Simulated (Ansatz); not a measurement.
**What relativity does to KIr (CsCl type)**

```xyz
2
Lattice="3.4457 0.0000 0.0000 0.0000 3.4457 0.0000 0.0000 0.0000 3.4457" Properties=species:S:1:pos:R:3 pbc="T T T"
K     0.0000    0.0000    0.0000
Ir    1.7229    1.7229    1.7229
```

The cell comes from a relaxation on PAW files under the same functional, begun from a prototype that needn't be the stable phase.

All-electron LAPW in Ansatz 0.2.0 under LDA, with a Γ-centred 10×10×10 k mesh, Fermi–Dirac smearing of 0.05 eV, no spin polarisation. The basis error target is 0.5 meV/atom. The same cell is solved at each level of relativity (Schrödinger's equation, the scalar-relativistic one, Dirac's), and each level may then relax the cell.

The elements are taken as Ir fcc, K bcc, each relaxed on PAW files under the same functional and computed by the same method as the compound; zero-point and thermal terms are left out. Formation energies keep the scalar-relativistic cells of compound and elements, so at the other levels neither side is at rest.

```tsv
level	P at the cell (GPa)	gap (eV)	ΔE(formation) at the fixed cells (eV/atom)	relaxed V (Å³/atom)
scalar-relativistic	0.00	0.00	1.832	20.46
non-relativistic	1.45	0.00	–	21.11
with spin–orbit coupling	?	0.00	–	20.98
```

Q: What belongs in the row "with spin–orbit coupling", column "P at the cell (GPa)"?

A: 1.29.

Q: Does scalar relativity shrink or swell this crystal?

A: It shrinks it by 3.1 % in volume against the non-relativistic cell.

Q: How do the Löwdin populations move when relativity is switched off?

A: K 4s 0.50 → 0.45, Ir 6s 1.00 → 0.56, Ir 5d 8.39 → 8.87 electrons an atom. The projections hold only the shells that the free atoms fill, so charge of other character is partly counted to these shells and partly left out.
